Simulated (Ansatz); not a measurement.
## YSb (Fm-3m), an elastic constant from a strain scan

Method: Ansatz 0.2.0, DFT r2SCAN, scalar-relativistic, plane waves, PAW. Cutoff 500 eV, Γ-centred 14×14×14 k-points, Gaussian smearing of 0.15 eV. No spin polarisation. Energies are free energies at this smearing, counted from the undisturbed cell; pressure is positive in compression.

The undisturbed cell (as given, not relaxed at this level; it stands at 0.6 GPa, and it needn't be the usual structure):

```yaml
crystal:
  lattice:
    - [0.00000, 3.09500, 3.09500]
    - [3.09500, 0.00000, 3.09500]
    - [3.09500, 3.09500, 0.00000]
  atoms:
    - { symbol: Y, position: [0.50000, 0.50000, 0.50000] }
    - { symbol: Sb, position: [0.00000, 0.00000, 0.00000] }
```

The cell is strained by ε times the Voigt pattern (1, -1, 0, 0, 0, 0) (xx, yy, zz, yz, xz, xy; engineering shear) with fractional coordinates fixed. The cell holds 2 atoms in V0 = 59.29 Å³. The stress column is τ = (1/V0) dE/dε, got from the stress tensor σ (compression positive) at each point as −det(1 + εP) σ : P(1 + εP)⁻¹, with P the pattern as a tensor.

| ε | ΔE (meV/atom) | τ (GPa) |
| --- | --- | --- |
| -0.0525 | 73.115 | -15.561 |
| -0.0450 | 53.236 | -13.105 |
| -0.0375 | 36.688 | -10.758 |
| -0.0300 | 23.333 | -8.500 |
| -0.0225 | 13.061 | -6.313 |
| -0.0150 | 5.785 | -4.179 |
| -0.0075 | 1.443 | -2.081 |
| 0.0000 | 0.000 | 0.000 |
| 0.0075 | 1.443 | 2.081 |
| 0.0150 | 5.785 | 4.179 |
| 0.0225 | 13.061 | 6.313 |
| 0.0300 | 23.333 | 8.500 |
| 0.0375 | 36.688 | 10.758 |
| 0.0450 | 53.236 | 13.105 |
| 0.0525 | 73.115 | 15.561 |
| 0.0600 | ? | ? |

Task: Which combination of elastic constants does this scan measure, and how large is it?

Result: For small ε, τ = τ0 + Kε with K = pᵀCp, which for this pattern is 2(C11 − C12) in the cubic axes. The parabola through τ at ε = -0.0075, 0 and 0.0075 has slope K = 277 GPa at zero. The energies per cell, E = NΔE, of the same two points give K = 2[E(ε₊)/ε₊ − E(ε₋)/ε₋]/[(ε₊ − ε₋)V0] = 277 GPa, in agreement.

Task: Predict the withheld row at ε = 0.0600 from the harmonic law, and compare.

Result: ΔE = V0(τ0 ε + Kε²/2)/N = 92.412 meV/atom and τ = 16.65 GPa. The calculation gives 96.489 meV/atom and 18.15 GPa, a miss of 4.4 % of the harmonic energy, so the harmonic law still holds here.

In a metal these slopes depend on the k mesh and the smearing.